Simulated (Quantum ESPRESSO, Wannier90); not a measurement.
**Wannier functions of TiTe2 (P-3m1)**

Structure: Materials Project mp-1907, symmetrised, not relaxed again. COD (Crystallography Open Database) has an entry of this formula and space group (matched by these alone). Method: LDA plane waves in Quantum ESPRESSO 7.5 (PseudoDojo norm-conserving files, 68 Ry, no spin polarisation, no spin-orbit coupling), Bloch states on a 12×12×4 mesh through Γ, Wannier90 4.0.1. Density: 12×12×6 mesh, cold smearing 0.01 Ry. The cell is built of weakly bound layers, chains or molecules, whose nearest atoms lie 4.02 Å apart. Database cells relaxed without dispersion often hold them too far apart, which can enlarge gaps and weakens couplings between them; spacing and stacking were not compared with the measured crystal. Spin-orbit coupling is left out although heavy elements are present.

```
begin unit_cell_cart
ang
    3.8242099959    0.0000000000    0.0000000000
   -1.9121049980    3.3118630059    0.0000000000
    0.0000000000    0.0000000000    6.7182500000
end unit_cell_cart
mp_grid = 12 12 4
```

Neighbour vectors b of the finite-difference formula (Å⁻¹), by shell:

| shell | b_x | b_y | b_z |
|---|---|---|---|
| 1 | 0.00000 | 0.15810 | 0.00000 |
| 1 | 0.13692 | 0.07905 | 0.00000 |
| 1 | 0.00000 | -0.15810 | 0.00000 |
| 1 | 0.13692 | -0.07905 | 0.00000 |
| 1 | -0.13692 | -0.07905 | 0.00000 |
| 1 | -0.13692 | 0.07905 | 0.00000 |
| 2 | 0.00000 | 0.00000 | 0.23381 |
| 2 | 0.00000 | 0.00000 | -0.23381 |

### Question
Find the weights w_b from the completeness condition Σ_b w_b b_α b_β = δ_αβ.

### Answer
Shell 1: Σ b_x² = 0.075, Σ b_y² = 0.075, Σ b_z² = 0.000 Å⁻²
Shell 2: Σ b_x² = 0.000, Σ b_y² = 0.000, Σ b_z² = 0.109 Å⁻²
Each of the three diagonal sums, weighted, has to give 1 and the off-diagonal ones 0, which holds for w_1 = 13.3 Å², w_2 = 9.15 Å². Check on xx: 13.34×0.075 + 9.15×0.000 = 1.00.

On this mesh the 9 functions of bands 17-25 (bands 17-25; start: SCDM (isolated), conv_tol = 1.0e-6) end with spreads 1.9068, 2.0214, 1.9058, 3.3125, 3.3122, 3.3124, 3.3122, 3.3121, 3.3122 Å², Ω_I = 24.1150 Å² and Ω_D = 0.0243 Å².

Ω_total is the sum of the spreads, 25.708 Å². Ω_OD = Ω_total − Ω_I − Ω_D = 1.568 Å². Only (Ω_D + Ω_OD)/Ω_total = 6.2 % depends on the gauge, and another start could lower the total by that share at most. The rms radius is √(Ω_total/9) = 1.69 Å.
